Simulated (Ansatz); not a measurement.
BiTe (space group P-3m1)

```
CELL_PARAMETERS angstrom
      4.38757     0.00000     0.00000
     -2.19378     3.79974     0.00000
      0.00000     0.00000    23.61264
ATOMIC_POSITIONS crystal
  Bi 0.33333 0.66667 0.29183
  Bi 0.66667 0.33333 0.70817
  Bi 0.00000 0.00000 0.87558
  Bi 0.00000 0.00000 0.12442
  Bi 0.66667 0.33333 0.46486
  Bi 0.33333 0.66667 0.53514
  Te 0.33333 0.66667 0.05277
  Te 0.66667 0.33333 0.94723
  Te 0.00000 0.00000 0.63568
  Te 0.00000 0.00000 0.36432
  Te 0.66667 0.33333 0.20864
  Te 0.33333 0.66667 0.79136
```

Level of theory: LDA (plane waves to 420 eV, PAW, scalar-relativistic; Ansatz, an electronic-structure program). Harmonic phonons by density-functional perturbation theory on a 8×8×2 k mesh, in cm⁻¹; i marks imaginary ones, q is in fractions of the reciprocal vectors of the cell shown, and the three acoustic modes at Γ are left out. The non-analytic (LO-TO) term is not included, so polar modes at Γ have their transverse values. BiTe was relaxed with its symmetry unable to fall. Spin-orbit coupling is left out, though Bi and Te are heavy.

Does any mode at Γ come out imaginary?

No imaginary mode at these points (lowest 20 cm⁻¹ at Γ); other wave vectors were not tested.

Predict the phonon wavenumbers at Γ.


```csv
q,wavenumbers (cm⁻¹)
Γ,"20 (×2), 27 (×2), 30, 36, 41 (×2), 42 (×2), 62, 63, 75 (×2), 88 (×2), 101 (×2), 102 (×2), 106, 106 (×2), 107 (×2), 111 (×2), 114, 122, 126, 136, 137, 139"
```
